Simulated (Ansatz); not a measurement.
# MoPt: from a starting cell to a relaxed one

The start is a relaxed MoPt cell with every coordinate shifted by Gaussian noise of σ = 0.1 Å. Cell shape, volume and atoms are optimised at zero target pressure with PBEsol (plane waves to 420 eV, PAW, scalar-relativistic; Ansatz, a program for electronic structure). The first steps use a coarse 7×12×7 k-mesh.

The start:
```
CELL_PARAMETERS angstrom
      4.45501     0.00000     0.00000
      0.00000     2.71876     0.00000
      0.00000     0.00000     4.91323
ATOMIC_POSITIONS crystal
  Mo 0.25479 0.03441 0.19461
  Mo 0.80118 0.99242 0.83999
  Pt 0.22473 0.49719 0.68227
  Pt 0.74562 0.47662 0.33270
```

Question: How large is the pressure on the unrelaxed cell, and of which sign?

Answer: +9.8 GPa (positive: the cell is compressed).

Question: By how much does the energy per atom fall from start to end?

Answer: 0.21 eV/atom.

Question: Does it find its way back to the structure it was made from?

Answer: It returns to the parent structure, Pmma (No. 51).

Question: Is the relaxed structure metallic? Give its gap.

Answer: No gap (metallic).

Final structure:

```cif
data_Mo2Pt2
_chemical_formula_sum 'Mo2 Pt2'
_space_group_name_H-M_alt 'Pmma'
_space_group_IT_number 51
_space_group_name_Hall '-P 2a 2a'
_cell_length_a 4.45501
_cell_length_b 2.71876
_cell_length_c 4.91324
_cell_angle_alpha 90.000
_cell_angle_beta 90.000
_cell_angle_gamma 90.000
loop_
_atom_site_label
_atom_site_type_symbol
_atom_site_symmetry_multiplicity
_atom_site_Wyckoff_symbol
_atom_site_fract_x
_atom_site_fract_y
_atom_site_fract_z
_atom_site_occupancy
Mo1 Mo 2 e 0.25000 0.00000 0.16390 1
Pt1 Pt 2 f 0.25000 0.50000 0.66449 1
```

Final values are on a 11×17×10 k-mesh of the relaxed cell. No spin polarisation in the result.

The cell that was disturbed is our relaxation of an entry of Materials Project.
